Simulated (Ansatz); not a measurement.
Ag:
```
Ag
1.0
    2.75062     0.00000     0.00000
    0.00000     2.75062     0.00000
    0.00000     0.00000     2.75062
Ag
1
Direct
  0.00000   0.00000   0.00000
```

Relaxed with PBE. Special points in fractions of this cell's reciprocal vectors: Γ (0.000, 0.000, 0.000); X (0.000, 0.500, 0.000); M (0.500, 0.500, 0.000); R (0.500, 0.500, 0.500).

List the band energies nearest the Fermi level at these points for plane-wave PAW PBE (Ansatz code).

In eV from the Fermi level; about four levels below and three above (degenerate sets whole), none deeper than 8.9 eV; … stands for higher levels left out; points with the same levels are listed once.

```
k                          below  above
-  -----------------------------  -----
Γ  -5.70 -5.70 -2.79 -2.79 -2.79      …
X        -3.73 -3.73 -2.71 -0.50      …
M        -4.94 -3.57 -3.57 -2.04      …
R  -5.16 -5.16 -5.16 -1.98 -1.98      …
```

Space group Pm-3m (simple cubic). The cell is a constructed one: a structure type filled with these elements; neither database checked (COD, Materials Project) lists it. It is not the phase usual at ambient conditions (space group No. 225). The cell was relaxed with PBE under the symmetry of its start; its stability against distortions is not shown here. The run is not spin-polarised. Spin–orbit coupling is left out wherever it is not named.

Potentials: the earlier of the program's two PAW sets.
